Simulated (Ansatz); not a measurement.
Data:

MgIn$_{2}$O$_{4}$:
```yaml
crystal:
  lattice:
    - [-2.38544, 2.38544, 4.94815]
    - [2.38544, -2.38544, 4.94815]
    - [2.38544, 2.38544, -4.94815]
  atoms:
    - { symbol: In, position: [0.50000, 0.50000, 0.00000] }
    - { symbol: In, position: [0.25000, 0.75000, 0.50000] }
    - { symbol: Mg, position: [0.00000, 0.00000, 0.00000] }
    - { symbol: O, position: [0.32926, 0.84556, 0.95299] }
    - { symbol: O, position: [0.89257, 0.37627, 0.04701] }
    - { symbol: O, position: [0.15444, 0.10743, 0.48370] }
    - { symbol: O, position: [0.62373, 0.67074, 0.51630] }
```

This is the PBEsol-relaxed structure.

Q: All from DFT-PBEsol in the program Ansatz with PAW potentials, unless another level is named. Predict the smallest direct gap on the standard path.

A: 1.46 eV.

Q: What about the formation energy from the elements (no fitted shifts)?

A: -1.65 eV/atom.

Q: Next, the gap with spin–orbit coupling?

A: 1.40 eV.

Q: What about the conduction-band minimum?

A: at Γ.

Space group I-4. The cell is a constructed one: a structure type filled with these elements; neither database checked (COD, Materials Project) lists it. Whether it is the stable phase at ambient conditions was not checked. Symmetry was held in the PBEsol relaxation. At this level the phase is mechanically unstable. The references are the lowest solids computed at this level, not always the standard phases (solids in place of the gases). Spin–orbit coupling is left out wherever it is not named.

Potentials: the earlier of the program's two PAW sets. The files were generated under PBE; for other functionals the program regenerates the frozen cores, and for LDA and PBEsol the local potential too.
